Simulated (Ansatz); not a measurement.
SbAu: computed DOS

Space group F-43m (No. 216). a = 6.222 Å, b = 6.222 Å, c = 6.222 Å, α = 90.00°, β = 90.00°, γ = 90.00°
| atom | site | symmetry | x | y | z |
| --- | --- | --- | --- | --- | --- |
| Au | 4a | -43m | 0.0000 | 0.0000 | 0.0000 |
| Sb | 4d | -43m | 0.2500 | 0.2500 | 0.7500 |

The runs use the primitive cell with vectors (0.000, 3.111, 3.111), (3.111, 0.000, 3.111), (3.111, 3.111, 0.000) Å, to which the k mesh refers.

Symmetry: F-43m, No. 216, cubic system. The conventional cell has a = 6.222 Å, b = 6.222 Å, c = 6.222 Å, α = 90.00°, β = 90.00°, γ = 90.00°. Au (site symmetry -43m) has 4 Sb at 2.69 Å as nearest neighbours. Sb (site symmetry -43m) has 4 Au at 2.69 Å as nearest neighbours.

The cell was built from the zincblende type and relaxed in the same program, and has space group F-43m; it needn't be a known or the stable phase.

No spin–orbit coupling, which matters for the heavy atoms here.

Computed with DFT, PBE, all-electron LAPW, scalar-relativistic in Ansatz 0.2.0.

Numerical set-up: a Γ-centred 10×10×10 k mesh, Fermi–Dirac smearing of 0.08 eV, basis error target 1 meV/atom, no spin polarisation.

States per eV and cell, averaged over 0.4 eV, from -10.6 to 6.8 eV, with energies (bin centres) from the Fermi level; empty bins are left out. The partial columns, the largest 3 alone, are projections on Löwdin-orthogonalised atomic shells (those that the program's projection atoms carry: the occupied ones and, for some elements, an empty d or f shell; other empty shells have no column), summed over atoms of an element. Weights on diffuse s and p shells depend on that basis and aren't pure angular character.

```
E (eV)  total  Au 5d  Sb 5p  Sb 5s
 -10.5   0.21   0.00   0.00   0.13
 -10.1   0.72   0.03   0.02   0.49
  -9.7   1.96   0.18   0.03   1.47
  -9.3   2.11   0.29   0.01   1.70
  -5.3   3.13   1.84   0.92   0.01
  -4.9   8.56   6.47   1.70   0.01
  -4.5   3.31   2.49   0.59   0.00
  -4.1   9.73   9.21   0.21   0.02
  -3.7   0.39   0.27   0.04   0.02
  -3.3   1.81   1.23   0.23   0.23
  -2.9   1.04   0.56   0.21   0.14
  -2.5   0.57   0.24   0.15   0.08
  -2.1   0.41   0.15   0.12   0.07
  -1.7   0.73   0.16   0.44   0.05
  -1.3   1.28   0.23   0.86   0.06
  -0.9   1.30   0.22   0.92   0.05
  -0.5   1.60   0.26   1.18   0.05
  -0.1   1.47   0.22   1.08   0.04
   0.3   1.37   0.20   1.02   0.03
   0.7   1.30   0.19   0.98   0.02
   1.1   0.98   0.14   0.74   0.01
   1.5   0.55   0.08   0.41   0.01
   1.9   0.32   0.05   0.25   0.00
   2.3   0.15   0.02   0.12   0.00
   2.7   0.01   0.00   0.01   0.00
   3.1   0.12   0.00   0.04   0.01
   3.5   0.46   0.01   0.14   0.04
   3.9   1.35   0.03   0.41   0.06
   4.3   2.09   0.04   0.58   0.07
   4.7   1.22   0.01   0.28   0.03
   5.1   0.88   0.01   0.15   0.01
   5.5   1.00   0.01   0.13   0.01
   5.9   2.35   0.02   0.23   0.01
   6.3   1.07   0.01   0.10   0.00
   6.7   1.48   0.01   0.07   0.00
```

Question: Where is the centre of the filled Au 5d states between -14 eV and the top of the filled states?

Answer: -4.36 eV from the Fermi level.
